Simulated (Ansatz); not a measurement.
Relaxed candidate structures of Zr₃Si:

**A**
```
Zr3Si
1.0
    1.54945    -2.81990     0.00000
    1.54945     2.81990     0.00000
    0.00000     0.00000     9.71461
Si Zr
1 3
Direct
  0.50000   0.50000   0.00000
  0.00000   0.00000   0.50000
  0.50000   0.00000   0.77094
  0.00000   0.50000   0.22906
```

**B**
```
Zr3Si
1.0
   -2.82042     2.82042     2.82042
    2.82042    -2.82042     2.82042
    2.82042     2.82042    -2.82042
Zr Si
3 1
Direct
  0.00000   0.50000   0.50000
  0.50000   0.50000   0.00000
  0.50000   0.00000   0.50000
  0.00000   0.00000   0.00000
```

**C**
```xyz
4
Lattice="4.7631 0.0000 0.0000 -2.3815 4.1249 0.0000 0.0000 0.0000 4.9882" Properties=species:S:1:pos:R:3 pbc="T T T"
Zr     0.0000     0.0000     2.4941
Zr     0.0000     2.7500     0.0000
Zr     2.3815     1.3750     0.0000
Si     0.0000     0.0000     0.0000
```

**D**
```xyz
4
Lattice="4.4908 2.5928 1.1775 -4.4908 2.5928 1.1775 0.0000 -5.1855 1.1775" Properties=species:S:1:pos:R:3 pbc="T T T"
Zr     0.0000     2.1325     1.3705
Zr     1.8468    -1.0663     1.3705
Zr    -1.8468    -1.0663     1.3705
Si     0.0000     0.0000     3.0944
```

**E**
```xyz
8
Lattice="3.0584 1.7658 5.8020 -3.0584 1.7658 5.8020 0.0000 -3.5315 5.8020" Properties=species:S:1:pos:R:3 pbc="T T T"
Si     0.0000     0.0000     8.7029
Si     0.0000     0.0000     0.0000
Zr    -1.1537     1.7658    10.1534
Zr    -0.9523    -1.8820    10.1534
Zr     2.1060     0.1163    10.1534
Zr     1.1537    -1.7658     7.2525
Zr     0.9523     1.8820     7.2525
Zr    -2.1060    -0.1163     7.2525
```

**F**
```xyz
8
Lattice="2.2932 -8.7153 0.0000 2.2932 8.7153 0.0000 0.0000 0.0000 4.4920" Properties=species:S:1:pos:R:3 pbc="T T T"
Zr     2.2932    -1.0741     3.3690
Zr     2.2932     1.0741     1.1230
Zr     2.2932    -7.6382     3.3690
Zr     2.2932     4.3290     1.1230
Zr     2.2932     7.6382     1.1230
Zr     2.2932    -4.3290     3.3690
Si     2.2932     5.8864     3.3690
Si     2.2932    -5.8864     1.1230
```

Q: Put the candidates in order of energy per atom, lowest first, for r2SCAN (plane waves to 500 eV, PAW, scalar-relativistic; Ansatz, a program for electronic structure).

A: D (reference), F (+0.07 eV/atom), E (+0.31 eV/atom), A (+0.38 eV/atom), C (+0.60 eV/atom), B (+0.88 eV/atom)

The lowest structure calculated, Cmcm, oS16, is not among these; it lies under 0.01 eV/atom below the lowest of them. Probably no minimum, since a slightly shaken restart fell lower: Im-3m, cI8, AFLOW prototype A3B_cI8_229_b_a (as in H3S) (by 0.88 eV/atom, to R3m); P6/mmm, hP4, AFLOW prototype A3B_hP4_191_bc_a (as in Li3N) (by 0.52 eV/atom, to Cmcm); R-3c, hR8 (by 0.23 eV/atom, to Cc). Each run could gain symmetry but not lose that of its start, so entries can be saddle points. All of these are generated cells (placed on structure types, drawn at random, substituted or restacked) that were not matched to a known phase here. The real structure of this composition may not be among these, and whether this composition forms is not checked here. Energies are at zero temperature and pressure, without zero-point motion. No spin polarisation in the result.
